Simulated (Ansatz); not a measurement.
input.yaml (Ansatz)

```yaml
crystal:
  lattice:
    - [2.31883498, 0.0, 0.0]
    - [0.0, 2.31883498, 0.0]
    - [0.0, 0.0, 2.31883498]
  atoms:
    - { symbol: Mn, position: [0.0, 0.0, 0.0], spin: 0.516 }
hamiltonian:
  xc: blyp
  pseudopotentials:
    kind: paw
    azcp:
      Mn: "pseudopotentials/Mn.paw.azcp"
basis:
  ecutwfc: 420
  fft_grid_basis: typed
kpoints:
  mp_grid: { grid: [15, 15, 15], shift: [0, 0, 0] }
magnetization:
  spin_polarized: true
scf:
  occupations: { method: fermi_dirac, width: 0.05 }
  lower_state_search: "off"
output:
  stress: true
  write_density: true
  write_potential: true
  elf: true
  volumetric_format: npy
```

Output

```
Engine: ansatz 0.2.0, aarch64-unknown-linux-gnu
Pseudopotentials: kind: paw
Pseudopotential: Mn, paw, valence charge 15, recommended cutoff 420 eV (normal) 
Functional definition: BLYP
  parameter beta = 0.0042
  parameter a = 0.04918
  parameter b = 0.132
  parameter c = 0.2533
  parameter d = 0.349
  exchange = b88_x(beta = beta)
  correlation = lyp_c(a = a, b = b, c = c, d = d)
Crystal: 1 atoms, lattice volume = 12.468 Å³
Basis set: ecut = 420 eV, 251 PW (Γ), exchange–correlation on 32×32×32 points (8 copies of the dense FFT grid, shifted against one another)
Bands: 12, of which v1, the nominal top of the filled ones, is band 8 counted from 1 (7 counted from 0)
Symmetry: 48 space group operations
Space group: Pm-3m (ITA 221), of the structure as read, at distance tolerance 2.3e-5 Å
Magnetic group: BNS 221.92 (UNI 1594), of the structure as read, at distance tolerance 2.3e-5 Å
k-points: 120 of 3375
Non-local potential: Mn, projectors of the file, l = 0: 3, l = 1: 2, l = 2: 3, l = 3: 1
PAW form: soft (Blöchl's): semilocal exchange-correlation on the pseudo side does not see the compensation charge
PAW frozen core: Mn, regenerated for the run's functional, and the local potential with it (the file was generated under x = pbe(κ = 0.804, μ = 0.2195149727645171), c = pbe(β = 0.06672455060314922))
PAW one-centre angular grid: Mn, 590 points (default); XC on 64 Gauss nodes
Initial density: superposition of atomic densities (chi_scale 0.1, normalization cell)
Starting moments: Σ|m| = 0.516 μB on 1 of 1 site
Initial wavefunctions: pseudopotential atomic-orbital guess
Functional: x = b88, c = lyp
iter 1 solved again at ethr=8.34e-4 eV; its pass at ethr=3.10e-3 eV (dr2=1.25e-1 eV) is discarded
SCF iter   1: F=—  HF=-3905.334033 eV  |F-HF|=—  |Δ(HF+E_count)|=         —  Δρ=2.96e-2 (↑2.80e-2 ↓2.96e-2)  dr2=1.25e-1  dr2_m=6.75e-3  M=0.431 μB ∫|m|=0.433 μB  β_m=0.30  ethr=8.34e-4  ⟨swp⟩=1.0  Hψ=18538  notcnv=0
SCF iter   2: F=—  HF=-3905.309735 eV  |F-HF|=—  |Δ(HF+E_count)|=   2.43e-2  Δρ=2.09e-2 (↑1.58e-2 ↓2.09e-2)  dr2=4.59e-2  dr2_m=3.13e-3  M=0.435 μB ∫|m|=0.439 μB  β_m=0.30  ethr=8.34e-4  ⟨swp⟩=2.2  Hψ=3985  notcnv=0
SCF iter   3: F=—  HF=-3905.305468 eV  |F-HF|=—  |Δ(HF+E_count)|=   4.27e-3  Δρ=1.15e-2 (↑6.79e-3 ↓1.15e-2)  dr2=1.17e-2  dr2_m=1.65e-3  M=0.439 μB ∫|m|=0.445 μB  β_m=0.30  ethr=3.06e-4  ⟨swp⟩=2.0  Hψ=3832  notcnv=0
SCF iter   4: F=—  HF=-3905.308469 eV  |F-HF|=—  |Δ(HF+E_count)|=   3.00e-3  Δρ=3.57e-3 (↑3.57e-3 ↓2.80e-3)  dr2=1.46e-4  dr2_m=1.01e-3  M=0.444 μB ∫|m|=0.451 μB  β_m=1.00  ethr=7.77e-5  ⟨swp⟩=2.6  Hψ=5682  notcnv=0
SCF iter   5: F=—  HF=-3905.310039 eV  |F-HF|=—  |Δ(HF+E_count)|=   1.57e-3  Δρ=2.16e-3 (↑2.16e-3 ↓1.31e-3)  dr2=5.90e-5  dr2_m=2.92e-4  M=0.453 μB ∫|m|=0.463 μB  β_m=1.00  ethr=9.75e-7  ⟨swp⟩=2.0  Hψ=4977  notcnv=0
SCF iter   6: F=—  HF=-3905.310405 eV  |F-HF|=—  |Δ(HF+E_count)|=   3.66e-4  Δρ=1.09e-3 (↑1.09e-3 ↓1.05e-3)  dr2=1.51e-6  dr2_m=1.31e-4  M=0.461 μB ∫|m|=0.472 μB  β_m=1.00  ethr=3.93e-7  ⟨swp⟩=2.0  Hψ=4607  notcnv=0
SCF iter   7: F=—  HF=-3905.310763 eV  |F-HF|=—  |Δ(HF+E_count)|=   3.58e-4  Δρ=9.97e-4 (↑9.97e-4 ↓8.07e-4)  dr2=2.78e-6  dr2_m=9.24e-5  M=0.469 μB ∫|m|=0.480 μB  β_m=1.00  ethr=1.01e-8  ⟨swp⟩=2.0  Hψ=4783  notcnv=0
SCF iter   8: F=—  HF=-3905.311060 eV  |F-HF|=—  |Δ(HF+E_count)|=   2.97e-4  Δρ=8.15e-4 (↑7.99e-4 ↓8.15e-4)  dr2=2.41e-8  dr2_m=7.45e-5  M=0.476 μB ∫|m|=0.488 μB  β_m=1.00  ethr=1.01e-8  ⟨swp⟩=2.0  Hψ=4683  notcnv=0
SCF iter   9: F=—  HF=-3905.311296 eV  |F-HF|=—  |Δ(HF+E_count)|=   2.36e-4  Δρ=7.88e-4 (↑7.88e-4 ↓7.39e-4)  dr2=1.93e-7  dr2_m=6.66e-5  M=0.482 μB ∫|m|=0.494 μB  β_m=1.00  ethr=1.61e-10  ⟨swp⟩=3.0  Hψ=5626  notcnv=0
SCF iter  10: F=—  HF=-3905.311480 eV  |F-HF|=—  |Δ(HF+E_count)|=   1.84e-4  Δρ=7.49e-4 (↑7.49e-4 ↓6.92e-4)  dr2=2.63e-7  dr2_m=5.93e-5  M=0.488 μB ∫|m|=0.501 μB  β_m=1.00  ethr=1.61e-10  ⟨swp⟩=3.0  Hψ=5564  notcnv=0
SCF iter  11: F=—  HF=-3905.311627 eV  |F-HF|=—  |Δ(HF+E_count)|=   1.47e-4  Δρ=7.58e-4 (↑7.58e-4 ↓6.14e-4)  dr2=1.77e-6  dr2_m=5.36e-5  M=0.494 μB ∫|m|=0.507 μB  β_m=1.00  ethr=1.61e-10  ⟨swp⟩=3.0  Hψ=5512  notcnv=0
SCF iter  12: F=—  HF=-3905.311747 eV  |F-HF|=—  |Δ(HF+E_count)|=   1.19e-4  Δρ=7.15e-4 (↑7.15e-4 ↓5.73e-4)  dr2=1.74e-6  dr2_m=4.73e-5  M=0.499 μB ∫|m|=0.512 μB  β_m=0.30  ethr=1.61e-10  ⟨swp⟩=3.1  Hψ=5452  notcnv=0
Mixer restart at iter 12: flushing history
spin-set hold released at iteration 12 (site moments contracting): the magnetisation degrees of freedom join the quasi-Newton model from the next iteration; the mixer history was flushed
SCF iter  13: F=—  HF=-3905.311893 eV  |F-HF|=—  |Δ(HF+E_count)|=   1.46e-4  Δρ=9.47e-4 (↑9.47e-4 ↓9.23e-4)  dr2=7.54e-8  dr2_m=9.99e-5  M=0.503 μB ∫|m|=0.516 μB  β_m=0.65  ethr=1.61e-10  ⟨swp⟩=3.1  Hψ=6390  notcnv=0
SCF iter  14: F=—  HF=-3905.312116 eV  |F-HF|=—  |Δ(HF+E_count)|=   2.23e-4  Δρ=1.47e-3 (↑1.47e-3 ↓1.30e-3)  dr2=2.65e-6  dr2_m=2.18e-4  M=0.514 μB ∫|m|=0.528 μB  β_m=0.76  ethr=1.61e-10  ⟨swp⟩=3.1  Hψ=6648  notcnv=0
SCF iter  15: F=—  HF=-3905.312280 eV  |F-HF|=—  |Δ(HF+E_count)|=   1.64e-4  Δρ=1.87e-3 (↑5.33e-4 ↓1.87e-3)  dr2=1.91e-4  dr2_m=1.51e-4  M=0.524 μB ∫|m|=0.539 μB  β_m=0.24  ethr=1.61e-10  ⟨swp⟩=3.8  Hψ=7400  notcnv=0
SCF iter  16: F=—  HF=-3905.312282 eV  |F-HF|=—  |Δ(HF+E_count)|=   1.46e-6  Δρ=7.40e-4 (↑4.03e-4 ↓7.40e-4)  dr2=1.14e-5  dr2_m=3.67e-5  M=0.534 μB ∫|m|=0.548 μB  β_m=0.53  ethr=1.61e-10  ⟨swp⟩=3.4  Hψ=6945  notcnv=0
SCF iter  17: F=—  HF=-3905.312403 eV  |F-HF|=—  |Δ(HF+E_count)|=   1.22e-4  Δρ=2.26e-4 (↑1.76e-4 ↓2.26e-4)  dr2=3.06e-7  dr2_m=4.58e-6  M=0.553 μB ∫|m|=0.569 μB  β_m=0.98  ethr=1.61e-10  ⟨swp⟩=3.1  Hψ=6773  notcnv=0
SCF iter  18: F=—  HF=-3905.312448 eV  |F-HF|=—  |Δ(HF+E_count)|=   4.49e-5  Δρ=8.72e-5 (↑5.90e-5 ↓8.72e-5)  dr2=1.12e-7  dr2_m=5.97e-7  M=0.572 μB ∫|m|=0.589 μB  β_m=0.99  ethr=1.61e-10  ⟨swp⟩=3.1  Hψ=6766  notcnv=0
iter 19 did not close the SCF: its close was put off for a magnetic moment that had not settled (scf_convergence_deferred on its scf_iter line)
SCF iter  19: F=-3905.312449 eV  HF=-3905.312449 eV  |F-HF|=4.27e-9  |Δ(HF+E_count)|=   7.50e-7  Δρ=8.26e-6 (↑8.26e-6 ↓7.66e-6)  dr2=3.53e-10  dr2_m=6.93e-9  M=0.570 μB ∫|m|=0.587 μB  β_m=0.99  ethr=1.61e-10  ⟨swp⟩=8.3  Hψ=18882  notcnv=0
SCF iter  20: F=-3905.312449 eV  HF=-3905.312449 eV  |F-HF|=3.82e-11  |Δ(HF+E_count)|=   1.29e-8  Δρ=1.46e-6 (↑1.46e-6 ↓6.16e-7)  dr2=7.50e-11  dr2_m=1.12e-10  M=0.570 μB ∫|m|=0.586 μB  ethr=2.35e-12  ⟨swp⟩=4.0  Hψ=13727  notcnv=0
SCF 1 converged in 20 iterations: F = -3905.312449 eV  dr2 = 7.50e-11
SCF converged after 20 iterations
Magnetization: 0.5700 μB (7.7850 up, 7.2150 down)
Absolute magnetization: 0.5864 μB (∫|ρ↑−ρ↓|, with the PAW one-centre terms)
Spin contamination: 0.0049 ħ² per cell (⟨S²⟩ above its minimum at these occupations)
Per-site moments (μB) at R_I (Å): [(0.5539718298418246, 0.9565194292500001)]
Free energy (F): -3905.312449 eV
Harris-Foulkes:  -3905.312449 eV  (|F-HF|=3.82e-11)
Internal energy: -3905.299189 eV  (E = F + TS)
E sigma→0 (E₀):  -3905.305819 eV
Entropy (-TS):   -0.013260 eV (-13.260 meV/atom)
Fermi energy:    17.769734 eV
--- Per-component energies (eV) ---
  E_band       = -194.515027
  E_kinetic    = 309.137509
  E_local      = -1798.609043  (includes V_loc(G=0)·N_el)
  E_nonlocal   = 239.721768
  E_hartree    = 748.452101
  E_xc         = -112.867070
  E_vxc        = -144.166757  (∫ρ·V_xc dr)
  E_paw        = -1308.983889  (= ΣΔE_a)
  E_vpaw       = -297.503169  (= ΣTr[D̂ρ^β])
  E_aug_tail   = -0.000011  (compensation charges beyond the density's cutoff)
  E_ewald      = -1982.162937
  E_core_change = 0.012382  (= ΣΔE_core)
  E_smearing   = -0.013260  (= −TS)
  E_closure    = 0.000000  (closes the sum)
  Σ components = -3905.312449   (vs F -3905.312449, Δ=0.00e0)
--- Stress (GPa, compression-positive) ---
        0.166739       0.000000       0.000000
       -0.000000       0.166739       0.000000
        0.000000       0.000000       0.166739
  P = ⅓ Tr σ = 0.1667 GPa (1.667 kbar)
--- Band table (eV; the first three rows and the last of 240) ---
  k-point 0 ↑: bands = ["-61.7124", "-30.1191", "-30.1191", "-30.1191", "10.1194", "14.1439", "14.1439", "18.9883", "18.9883", "18.9883", "37.4455", "37.4455"]
  k-point 1 ↑: bands = ["-61.7075", "-30.1529", "-30.1162", "-30.1162", "10.2599", "14.1707", "14.2355", "18.9063", "18.9063", "18.9947", "36.0497", "37.6472"]
  k-point 2 ↑: bands = ["-61.6936", "-30.2480", "-30.1081", "-30.1081", "10.6674", "14.2471", "14.5029", "18.6802", "18.6802", "19.0130", "33.5717", "38.2332"]
  k-point 119 ↓: bands = ["-60.7357", "-30.0531", "-30.0520", "-30.0520", "14.9009", "14.9677", "14.9677", "20.6450", "20.6450", "30.0261", "30.6624", "31.2281"]
```
